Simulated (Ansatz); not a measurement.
This cell of AlBO3 (space group R-3c) is off equilibrium:

```
CELL_PARAMETERS angstrom
      2.21901     1.28115     4.52168
     -2.21901     1.28115     4.52168
      0.00000    -2.56230     4.52168
ATOMIC_POSITIONS crystal
  Al 0.50000 0.50000 0.50000
  Al 0.00000 0.00000 0.00000
  B  0.72936 0.72936 0.72936
  B  0.27064 0.27064 0.27064
  O  0.74851 0.45826 0.07661
  O  0.25149 0.54174 0.92339
  O  0.07661 0.74851 0.45826
  O  0.92339 0.25149 0.54174
  O  0.45826 0.07661 0.74851
  O  0.54174 0.92339 0.25149
```

Level of theory: LDA (plane waves to 420 eV, PAW, scalar-relativistic; Ansatz, a program for electronic structure). k mesh 9×9×9 (Γ-centred), Fermi-Dirac smearing 0.05 eV. Stress and pressure are positive under compression. AlBO3 was relaxed with its symmetry unable to fall.

Question: What forces act on the atoms (eV/Å, Cartesian)?

Answer: 
| atom | Fx | Fy | Fz |
|---|---|---|---|
| Al1 | 0.000 | 0.000 | 0.000 |
| Al2 | 0.000 | 0.000 | 0.000 |
| B3 | 0.000 | 0.000 | 6.017 |
| B4 | 0.000 | 0.000 | -6.017 |
| O5 | 0.772 | 1.988 | -4.969 |
| O6 | -0.772 | -1.988 | 4.969 |
| O7 | -2.108 | -0.326 | -4.969 |
| O8 | 2.108 | 0.326 | 4.969 |
| O9 | 1.336 | -1.663 | -4.969 |
| O10 | -1.336 | 1.663 | 4.969 |

Question: Give the stress tensor in GPa and the pressure.

Answer: 
```
    1.4      0.0      0.0
    0.0      1.4      0.0
    0.0      0.0    -12.6
```
The pressure, a third of the trace, is -3.3 GPa.

(A displaced cell: forces are minus the slopes of the energy, force constants its curvatures, and phonons follow from these.)
